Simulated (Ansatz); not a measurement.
ZrTi in space group P-6m2 (No. 187; Zr on 1a, Ti on 1d) at seven volumes, plane-wave PAW PBEsol (Ansatz code), shape and atoms relaxed at each. One row is withheld.

| V (Å³/atom) | P (GPa) |
|---|---|
| 17.904 | 11.57 |
| 18.494 | 7.19 |
| 19.084 | 3.35 |
| 19.674 | 0.00 |
| 20.264 | -2.93 |
| 20.855 | -5.50 |
| 21.445 | ? |

Task: Fit the shown pressures and predict the withheld one.

Result: Third-order Birch–Murnaghan: P = (3/2)B₀(x^(7/2) − x^(5/2))[1 + (3/4)(B′ − 4)(x − 1)] with x = (V₀/V)^(2/3). Least squares on the six rows gives V₀ = 19.674 Å³/atom, B₀ = 104.4 GPa, B′ = 3.45. At V = 21.445, x = 0.9442 and P = -7.75 GPa. The run itself gave -7.75 GPa.

The workflow started from a Materials Project entry (that database holds measured and hypothetical structures alike); the Crystallography Open Database copy checked does not list it. With Zr and Ti taken as one species the cell has the higher symmetry P6_3/mmc, so it may be an ordered model of a mixed-site phase. Whether it is the stable phase at ambient conditions was not checked. Symmetry was held in the PBEsol relaxation; its stability against distortions is not shown here. No spin polarisation was allowed.

Potentials: the later of the program's two PAW sets.
